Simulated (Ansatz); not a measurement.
Given:

Sn:
```
Sn
1.0
   -2.93020     2.93020     1.60755
    2.93020    -2.93020     1.60755
    2.93020     2.93020    -1.60755
Sn
2
Direct
  0.75000   0.25000   0.50000
  0.00000   0.00000   0.00000
```

This is the r²SCAN-relaxed structure. x, y and z are the axes in which the lattice vectors are written.

Q: All from r²SCAN (plane waves, PAW; program Ansatz), unless another level is named. Predict the Hill bulk and shear moduli.

A: 53.8 and 23.4 GPa.

Q: And the elastic constants (relaxed ions, GPa)?

A: C11 = 78.6, C12 = 54.8, C13 = 33.9, C33 = 83.7, C44 = 26.9, C66 = 31.0.

Q: Give the highest zone-centre frequency.

A: 3.79 THz.

Space group I4_1/amd (β-Sn type). The cell was relaxed with r²SCAN under the symmetry of its start. As this level gives no gap, shear constants depend on the k-mesh and smearing (Fermi–Dirac, 0.1 eV here). As this level gives no gap, phonon frequencies hold no LO–TO term and depend on the k-mesh and smearing (Fermi–Dirac, 0.1 eV here). On the denser mesh and wider smearing of the elastic run this cell carries a stress of 0.5 GPa. Spin–orbit coupling is left out wherever it is not named.

Potentials: the earlier of the program's two PAW sets. The files were generated under PBE; for other functionals the program regenerates the frozen cores, and for LDA and PBEsol the local potential too.
